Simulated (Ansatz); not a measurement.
**Energy against volume for VSi2 (CrSi2 type, space group P6_222)**

VSi2 (CrSi2 type, space group P6_222)

```xyz
9
Lattice="4.5307 0.0000 0.0000 -2.2653 3.9237 0.0000 0.0000 0.0000 6.3246" Properties=species:S:1:pos:R:3 pbc="T T T"
V      2.2653     0.0000     0.0000
V      1.1327     1.9618     2.1082
V     -1.1327     1.9618     4.2164
Si     0.0000     1.2763     0.0000
Si     3.4254     0.6382     2.1082
Si     1.1600     3.2855     4.2164
Si     2.2653     2.6474     0.0000
Si    -1.1600     3.2855     2.1082
Si     1.1053     0.6382     4.2164
```

The volume is varied about the relaxed value V₀ at fixed cell shape. The atoms relax within the cell's symmetry.

Computed with r2SCAN (plane waves to 500 eV, PAW, scalar-relativistic; Ansatz, an electronic-structure program). k mesh 12×12×8 (Γ-centred), Fermi-Dirac smearing 0.05 eV. The energy includes the smearing's −TS. Stress and pressure are positive under compression. With the shape held, the modulus is that of even scaling; a crystal free to change shape is softer. Relaxed VSi2 ends with no sizeable moment though spin was allowed. VSi2 was relaxed with its symmetry unable to fall. Other magnetic orders were not checked, so this need not be the ground state. ΔE is measured from the relaxed starting cell.

```
V/V₀   ΔE (kJ/mol of atoms)  moment (μB/cell)  P (GPa)
-----  --------------------  ----------------  -------
0.940                   2.9              0.00     13.4
0.950                   1.9              0.00     10.9
0.960                   1.2              0.00      8.4
0.970                   0.7              0.00      6.2
0.980                   0.3              0.00      4.0
0.990                   0.1             -0.10      1.9
1.000                   0.0             -0.27      0.0
1.010                   0.1             -0.38     -1.8
1.020                   0.3             -0.47     -3.6
1.030                   0.6             -0.56     -5.2
1.040                   1.1             -0.62     -6.8
1.050                   1.6             -0.69     -8.2
1.060                   2.3             -0.76     -9.6
```

Derived quantities:

The pressure at the smallest volume is 13.4 GPa. The energy cost of the largest compression is 30 meV/atom, the energy cost of the largest expansion is 24 meV/atom and the bulk modulus at fixed cell shape B₀ (third-order Birch-Murnaghan fit) is 188 GPa. The pressure derivative B₀′ (fit) is 4.6, the equilibrium volume of the fit is 12.49 Å³/atom and the pressure for 5 % compression (fit) is 10.9 GPa.

(A scan under strain: stresses follow from slopes of the energy per volume, elastic moduli from its curvatures.)
